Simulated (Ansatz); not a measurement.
Na$_{2}$WO$_{4}$:
```cif
data_Na4O8W2
_chemical_formula_sum 'Na4 W2 O8'
_space_group_name_H-M_alt 'P 1'
_space_group_IT_number 1
_cell_length_a 6.31555
_cell_length_b 6.31555
_cell_length_c 6.31555
_cell_angle_alpha 60.000
_cell_angle_beta 60.000
_cell_angle_gamma 60.000
loop_
_space_group_symop_operation_xyz
  'x, y, z'
loop_
_atom_site_label
_atom_site_type_symbol
_atom_site_fract_x
_atom_site_fract_y
_atom_site_fract_z
_atom_site_occupancy
Na1 Na 0.62500 0.12500 0.12500 1
Na2 Na 0.12500 0.12500 0.62500 1
Na3 Na 0.12500 0.62500 0.12500 1
Na4 Na 0.12500 0.12500 0.12500 1
W1 W 0.75000 0.75000 0.75000 1
W2 W 0.50000 0.50000 0.50000 1
O1 O 0.40523 0.86492 0.86492 1
O2 O 0.38508 0.38508 0.84477 1
O3 O 0.86492 0.40523 0.86492 1
O4 O 0.38508 0.38508 0.38508 1
O5 O 0.86492 0.86492 0.86492 1
O6 O 0.38508 0.84477 0.38508 1
O7 O 0.86492 0.86492 0.40523 1
O8 O 0.84477 0.38508 0.38508 1
```

This is the LDA-relaxed structure.

All from LDA in the plane-wave PAW code Ansatz, unless another level is named. Estimate the Hill bulk and shear moduli.

67.7 and 35.9 GPa.

What about the elastic constants (relaxed ions, GPa)?

C11 = 127, C12 = 38.2, C44 = 31.2.

Space group Fd-3m (spinel). The first step of the workflow began from a Materials Project structure, measured or hypothetical; the Crystallography Open Database files this formula in space group No. 227, but the cells were not matched. Its standing as an ambient phase is unchecked. Symmetry was held in the LDA relaxation; of distortions, only those at the zone centre were tested. The run is not spin-polarised. No Hubbard U is applied. Spin–orbit coupling is left out wherever it is not named.

Potentials: the later of the program's two PAW sets.
